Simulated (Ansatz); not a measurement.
# WSe2: reading a single point

```
W Se
1.0
     1.66452    2.88303    0.00000
    -1.66452    2.88303    0.00000
     0.00000    0.00000   13.12391
W Se
2 4
Cartesian
  0.0000 1.9220 3.2810
  0.0000 3.8440 9.8429
  0.0000 1.9220 8.1499
  0.0000 3.8440 1.5880
  0.0000 1.9220 11.5359
  0.0000 3.8440 4.9740
```

Level: PBE, no spin polarisation; 420 eV; 9×9×2 Γ-centred mesh; fermi-dirac occupations (width 0.1 eV); Ansatz 0.2.0, fixed geometry.

(1) Is it stable against the elements?

(2) What do density and ELF say about some of the short contacts?

(3) What is the character of the valence top and the conduction bottom?

(4) Which atom feels the largest force, and which way?

(5) What does the stress say?

(6) Which element gives electrons and which takes them?

(7) Is there a gap, and of what kind?

Origin: a database entry at a rescaled volume. Caveats: no spin-orbit coupling, which can shift this gap by tenths of an eV.

## Answers

(1) -0.55 eV an atom against the elements' usual phases (free molecules for gases, crystals otherwise, with no correction for O₂ or N₂), so it is bound against them; other compounds may still compete. Relaxing would lower it.

(2) W–Se at 2.56 Å: least valence density 0.53 e/Å³ and ELF 0.43 there. Both are smooth PAW fields, read partly inside the augmentation spheres.

(3) Within 0.7 eV of the edges, the states project mainly on W d (67 %) and Se p (28 %) below the gap and on W d (65 %) and Se p (27 %) above it.

(4) The largest is on Se3 (and as large on other atoms): 0.39 eV/Å, components (0.00, 0.00, 0.39). It makes 49° with the line to a nearest neighbour, W2 at 2.56 Å.

(5) The pressure is -1.1 GPa (compression positive), so with the atoms held at these fractions the cell would first shrink.

(6) Bader charges in e: W +1.08, Se -0.54. In the mean W gives up most and Se takes most.

(7) The gap is 0.99 eV, indirect (the least direct gap found is 1.45 eV).
